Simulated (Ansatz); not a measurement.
BeCo (CsCl type, Pm-3m), the program Ansatz at the PBEsol level (PAW), all energies at zero smearing, with the estimated change up to a 700 eV cutoff added, with one set of potentials and settings (totals compare only within such a set). Cell of 2 atoms (1 Be, 1 Co): -5183.991 eV.

```tsv
element	reference phase	E (eV/atom)
Be	P6_3/mmc, 2 atoms in the cell	-90.3483
Co	P6_3/mmc, 2 atoms in the cell, spin-polarised	-5092.9959
```

Formation energy per atom, worked out: (-5183.991 − 1×(-90.3483) − 1×(-5092.9959))/2 = -0.323 eV/atom (-31 kJ per mol of atoms), at 0 K, without zero-point energy or fitted corrections.

The first step of the workflow began from a Materials Project structure, measured or hypothetical; the Crystallography Open Database files this formula in space group No. 221, but the cells were not matched. Its standing as an ambient phase is unchecked. The PBEsol relaxation kept the symmetry of its start; whether a distortion lowers the energy is not shown. Spin order of the final state: ferromagnetic, the only order run, not a proven ground state. The cell computed holds one magnetic atom, so no antiferromagnetic order was within reach. The references are the lowest solids computed at this level, not always the standard phases.

Potentials: the later of the program's two PAW sets.
